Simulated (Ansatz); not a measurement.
Here is an unrelaxed guess for Tm3F.

```xyz
4
Lattice="-2.9454 2.9454 2.9454 2.9454 -2.9454 2.9454 2.9454 2.9454 -2.9454" Properties=species:S:1:pos:R:3 pbc="T T T"
Tm    2.9454    0.0000    0.0000
Tm    0.0000    2.9454    0.0000
Tm    0.0000    0.0000    2.9454
F     0.0000    0.0000    0.0000
```

Computed with DFT PBE, scalar-relativistic, plane waves, PAW, and for the lanthanide a 4f-in-core norm-conserving potential (Ansatz 0.2.0). Settings: cutoff 690 eV, Γ-centred mesh 4×4×4 on the computed 4-atom cell, Gaussian smearing of 0.10 eV; no spin polarisation.

The zero of energy is the elements' standard structures at the same level (F₂ as a molecule); no fitted shifts are applied.

Problem. What does a single point on this coarse mesh give?

Solution. The pressure is 0.5 GPa (near zero), the largest force is 0.00 eV/Å (symmetry fixes the atoms), and the energy is −0.17 eV/atom against the elements. The shortest distance is 2.95 Å.

Problem. Is it a good guess?

Solution. A good one: relaxing gains under 0.1 eV/atom (the start's value is from the coarse mesh, so the gain is rough) in 7 ionic steps and ends at −0.17 eV/atom on the finer mesh. The symmetry stays Im-3m (No. 229). The volume per atom grows by 1.0 %, from 25.6 to 25.8 Å³. The shortest distance goes from 2.95 Å (Tm–F and Tm–Tm) to 2.96 Å (Tm–F and Tm–Tm). Conventional cell: a = 5.911 Å. Tm has 2 F at 2.96 Å, 4 Tm at 2.96 Å, 4 F at 4.18 Å and 8 Tm at 4.18 Å; around F lie 6 Tm at 2.96 Å.

The last run used a 12×12×12 mesh for its 4-atom cell and Gaussian smearing of 0.10 eV. The relaxation can't lower the symmetry of the start, and the grade says only how near the guess is to its own end. A structure relaxed within its symmetry needn't be a true minimum. Another cell of Tm3F relaxed alike, in Amm2, lies 0.98 eV/atom lower, so this cell isn't the stable form at this level.

The lanthanide is trivalent by construction, without f bands, f moments or other valences. The reference runs of the other elements, and any phases without the lanthanide, used 420 eV, which shifts energies against them by under 10 meV/atom. The lanthanide's reference is the lowest of its hcp, dhcp and fcc cells.
